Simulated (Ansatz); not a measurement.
BaCdSbF:
```
CELL_PARAMETERS angstrom
      4.61586     0.00000     0.00000
      0.00000     4.61586     0.00000
      0.00000     0.00000     9.79736
ATOMIC_POSITIONS crystal
  Ba 0.00000 0.50000 0.63945
  Ba 0.50000 0.00000 0.36055
  Cd 0.50000 0.50000 0.00000
  Cd 0.00000 0.00000 0.00000
  Sb 0.00000 0.50000 0.18535
  Sb 0.50000 0.00000 0.81465
  F  0.50000 0.50000 0.50000
  F  0.00000 0.00000 0.50000
```

Relaxed with r²SCAN. Independent-particle spectrum: no excitons, no local fields, no scissors shift; 0.1 eV broadening; ε₁ of the summed bands alone.

Problem. Tabulate the dielectric function from r²SCAN in the plane-wave PAW code Ansatz.

Solution. 

```csv
E (eV),ε₁ xx,ε₂ xx,ε₁ zz,ε₂ zz
0.0,9.35,0.00,7.97,0.00
0.5,9.54,0.00,8.09,0.00
1.0,10.16,0.01,8.45,0.01
1.5,11.58,0.01,9.15,0.03
2.0,15.25,0.72,10.46,0.11
2.5,22.23,9.79,13.16,0.42
3.0,4.53,16.86,19.41,3.15
3.5,1.74,13.06,21.29,29.03
4.0,1.76,13.86,-5.64,19.24
4.5,-5.45,11.93,-6.15,12.24
5.0,-6.12,5.54,-6.17,5.89
5.5,-3.04,3.03,-4.35,3.29
6.0,-1.83,2.44,-2.74,1.91
6.5,-1.84,2.32,-1.80,1.68
7.0,-1.31,1.48,-1.12,1.49
7.5,-0.51,1.27,-0.78,1.11
8.0,-0.30,1.37,-0.13,1.03
8.5,-0.14,1.16,-0.08,1.37
9.0,0.38,1.05,0.33,0.83
9.5,0.50,1.12,0.42,1.06
10.0,0.67,1.42,0.68,1.31
10.5,0.05,1.66,0.20,1.53
11.0,0.40,1.20,0.32,1.02
11.5,0.31,1.21,0.26,0.92
12.0,0.29,1.18,0.56,0.80
```

Problem. From ε at 2.5 eV (xx: 22.23 + 9.79i), find n, k, the normal reflectivity and the absorption coefficient.

Solution. n = 4.82, k = 1.015, R = 45 %, α = 2kE/ħc = 260000 cm⁻¹.

With all bands, ε∞ without local fields is 9.52 (xx = yy), 8.14 (zz).

Space group P4/nmm. The workflow started from a Materials Project entry (that database holds measured and hypothetical structures alike); the Crystallography Open Database files this formula in space group No. 129, but the cells were not matched. Its standing as an ambient phase is unchecked. The cell was relaxed with r²SCAN under the symmetry of its start; its stability against distortions is not shown here. Scalar-relativistic: spin–orbit coupling is off unless named, which matters more the heavier the elements.

Potentials: the later of the program's two PAW sets.
